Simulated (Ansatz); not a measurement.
Computed with DFT PBE, scalar-relativistic, plane waves, PAW (Ansatz). The screen uses 420 eV, coarse Γ-centred meshes (up to 0.6 Å⁻¹ on the start cell), Gaussian smearing of 0.15 eV, tolerances of 0.08 eV/Å and 0.8 GPa and 16 steps at most, with the symmetry of each start kept. Magnetic atoms start with parallel moments. Energies are free energies per atom, good to about 0.1 eV/atom between metallic cells, end volumes are rough, and groups of ends are read at 0.1 Å.

Two unrelaxed guesses for Na3YbGeSe:

A.

```yaml
crystal:
  lattice:
    - [6.31760, 0.00000, 0.00000]
    - [-3.15880, 5.47121, 0.00000]
    - [0.00000, 0.00000, 3.94007]
  atoms:
    - { symbol: Na, position: [0.01297, 0.50648, 0.50000] }
    - { symbol: Na, position: [0.49352, 0.50648, 0.50000] }
    - { symbol: Na, position: [0.49352, 0.98703, 0.50000] }
    - { symbol: Yb, position: [0.00000, 0.00000, 0.00000] }
    - { symbol: Ge, position: [0.33333, 0.66667, 0.00000] }
    - { symbol: Se, position: [0.66667, 0.33333, 0.00000] }
```

B.

```yaml
crystal:
  lattice:
    - [3.99344, 0.00000, 0.00000]
    - [-1.99672, 3.45842, 0.00000]
    - [0.00000, 0.00000, 9.95678]
  atoms:
    - { symbol: Na, position: [0.66667, 0.33333, 0.82389] }
    - { symbol: Na, position: [0.33333, 0.66667, 0.16931] }
    - { symbol: Na, position: [0.00000, 0.00000, 0.49386] }
    - { symbol: Yb, position: [0.33333, 0.66667, 0.66341] }
    - { symbol: Ge, position: [0.00000, 0.00000, 0.99943] }
    - { symbol: Se, position: [0.66667, 0.33333, 0.35009] }
```

**Question.** Does the order of the two change on relaxation?

**Answer.** As given, A is lower by 0.28 eV/atom. Relaxed, B is lower by 0.33 eV/atom, so the order turns round. A goes from P-6m2 at 22.7 Å³/atom to P-6m2 at 28.3 Å³/atom and gains 0.17 eV/atom. B goes from P3m1 at 22.9 Å³/atom to P3m1 at 24.6 Å³/atom and gains 0.78 eV/atom. The closest pair in A goes from Na–Ge at 2.64 Å to Na–Se at 2.86 Å. The closest pair in B goes from Na–Se at 2.71 Å to Na–Ge at 2.83 Å. At the end: counting Ge or Se atoms around Na and Yb (for each partner element, those within 1.25 times its shortest distance or 1.15 times the sum of covalent radii, where it is the nearest in units of that sum or under 1.3; a plus sign parts groups by distance over the sum of covalent radii; the shortest distance is added where it exceeds 1.18 times the sum of covalent radii; a slash parts the counts of unlike sites), A has Na 4, Yb 6 from 3.9 Å and B has Na 3+1+1/6, Yb 6.

The 4f shell of Yb is treated without a Hubbard U. The starting moments died out in these cells; another start or a finer mesh might hold them.
